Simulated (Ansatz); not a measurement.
B2Ru3: rattling a relaxed structure

The cell was found from a structure generator's guess, not taken from experiment.

Method: DFT PBE, scalar-relativistic, plane waves, PAW (Ansatz). Cutoff 420 eV; k points 12×12×6 on the computed 5-atom cell (Γ-centred); Gaussian smearing, width 0.10 eV; no spin polarisation.

The cell below (5 atoms, space group P-3m1 (No. 164)) is relaxed within its symmetry.

```xyz
5
Lattice="2.9136 0.0000 0.0000 -1.4568 2.5233 0.0000 0.0000 0.0000 7.5414" Properties=species:S:1:pos:R:3 pbc="T T T"
B     1.4568    0.8411    6.1205
B     0.0000    1.6822    1.4209
Ru    1.4568    0.8411    2.7035
Ru    0.0000    1.6822    4.8379
Ru    0.0000    0.0000    0.0000
```

For the test a repeat of it with 10 atoms (edges 2.91, 5.05, 7.54 Å) was strained at random (σ = 1.5 % a component), the atoms were moved at random (σ = 0.05 Å), and all was relaxed again on a coarse 8×4×4 mesh (in the run’s order of axes) with 0.20 eV smearing, with no symmetry imposed.

Problem. What happens?

Solution. It returns, within 1 meV/atom of the unmoved cell on that mesh and with the same symmetry when read at 0.1 Å (Cm at 0.01 Å, so small strains and shifts remain). So it is stable against the distortions that fit this cell and that this random move excites. Modes that don't fit the cell aren't tested.
